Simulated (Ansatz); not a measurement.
Input:

Zr2PbC:
Space group P6₃/mmc (No. 194); a = b = 3.3713 Å, c = 14.7741 Å, α = β = 90.00°, γ = 120.00°

```tsv
atom	site	symmetry	x	y	z
Zr	4f	3m.	0.3333	0.6667	0.0824
Pb	2d	-6m2	0.6667	0.3333	0.2500
C	2a	-3m.	0.0000	0.0000	0.0000
```

This is the PBEsol-relaxed structure.

**Question.** All from plane-wave PAW PBEsol (Ansatz code), unless another level is named. Estimate the electronic character.

**Answer.** metallic (no gap).

**Question.** Predict the formation energy from the elements (no fitted shifts).

**Answer.** -0.75 eV/atom.

**Question.** Predict the density of states at the Fermi level.

**Answer.** 0.44 states/eV per atom (mean over ±0.08 eV).

**Question.** And the gap with spin–orbit coupling?

**Answer.** none (metallic).

Space group P6_3/mmc. The first step of the workflow began from a Materials Project structure, measured or hypothetical; the Crystallography Open Database copy checked does not list it. Its standing as an ambient phase is unchecked. The cell was relaxed with PBEsol under the symmetry of its start; its stability against distortions is not shown here. The run is not spin-polarised. The references are the lowest solids computed at this level, not always the standard phases. Scalar-relativistic: spin–orbit coupling is off unless named, which matters more the heavier the elements.

Potentials: the earlier of the program's two PAW sets. The files were generated under PBE; for other functionals the program regenerates the frozen cores, and for LDA and PBEsol the local potential too.
